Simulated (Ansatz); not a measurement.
W: frozen-core PAW against all-electron methods

```
CELL_PARAMETERS angstrom
0.00000 1.98940 2.03000
1.98940 0.00000 2.03000
1.98940 1.98940 0.00000
ATOMIC_POSITIONS crystal
W 0.00000 0.00000 0.00000
```

The cell comes from COD entry 1534935, which wasn't checked; take it as a given geometry. The listed cell was then made from it by scaling, straining or moving an atom.

No spin–orbit coupling, which matters for the heavy atoms here.

Methods: DFT, PBEsol, PAW with Ansatz's default frozen-core files, scalar-relativistic (Ansatz 0.2.0); DFT, PBEsol, all-electron LAPW, scalar-relativistic (Ansatz 0.2.0).

For PAW: a Γ-centred 14×14×14 k mesh, Fermi–Dirac smearing of 0.05 eV, cutoff 420 eV, no spin polarisation; the PAW files were made with PBE, and the program remakes their frozen cores for this functional. LAPW targets a basis error of 1 meV/atom. The Ansatz runs share mesh, smearing and spin set-up. Plane-wave (PAW) pressures include the program's estimate of the Pulay term.

Stress and pressure are positive in compression.

The change that made this cell: equal xx and yy strain of -2 %.

PAW results:

```tsv
quantity	PAW
pressure (GPa)	-1.62
stress xx (GPa)	-3.63
stress zz (GPa)	2.40
```

(1) What does LAPW (all electrons) give for the same quantities?

Answers

(1) 
```json
{"quantity": "pressure (GPa)", "LAPW": "-1.55"}
{"quantity": "stress xx (GPa)", "LAPW": "-3.56"}
{"quantity": "stress zz (GPa)", "LAPW": "2.47"}
```
